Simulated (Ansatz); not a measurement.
SiC:
```cif
data_C4Si4
_chemical_formula_sum 'Si4 C4'
_space_group_name_H-M_alt 'Pnma'
_space_group_IT_number 62
_space_group_name_Hall '-P 2ac 2n'
_cell_length_a 5.81410
_cell_length_b 3.12515
_cell_length_c 5.18905
_cell_angle_alpha 90.000
_cell_angle_beta 90.000
_cell_angle_gamma 90.000
loop_
_space_group_symop_operation_xyz
  'x, y, z'
  '-x, -y, -z'
  '-x+1/2, -y, z+1/2'
  'x+1/2, y, -z+1/2'
  'x+1/2, -y+1/2, -z+1/2'
  '-x+1/2, y+1/2, z+1/2'
  '-x, y+1/2, -z'
  'x, -y+1/2, z'
loop_
_atom_site_label
_atom_site_type_symbol
_atom_site_symmetry_multiplicity
_atom_site_Wyckoff_symbol
_atom_site_fract_x
_atom_site_fract_y
_atom_site_fract_z
_atom_site_occupancy
Si1 Si 4 c 0.15937 0.25000 0.40411 1
C1 C 4 c 0.32462 0.25000 0.10391 1
```

Relaxed with PBEsol. 

Q: HSE06 on this cell (Ansatz, a program for electronic structure, PAW) gives a gap of 3.57 eV. What does PBEsol give?

A: 2.49 eV.

Cost on shared cores: the PBEsol run (SCF on a 5×9×6 mesh, then bands and DOS) very roughly 40 core-seconds, the HSE06 run (SCF on 3×5×3, then a few points) around 70 core-seconds (rough); the tasks are unlike.

The start of the workflow was typed in or built on a structure type; neither database checked (COD, Materials Project) lists it. It is not the phase usual at ambient conditions (space group No. 186, 216). The PBEsol relaxation kept the symmetry of its start; phonons on a q-mesh show no instability.

Potentials: the later of the program's two PAW sets.

Ansatz is a plane-wave DFT program.
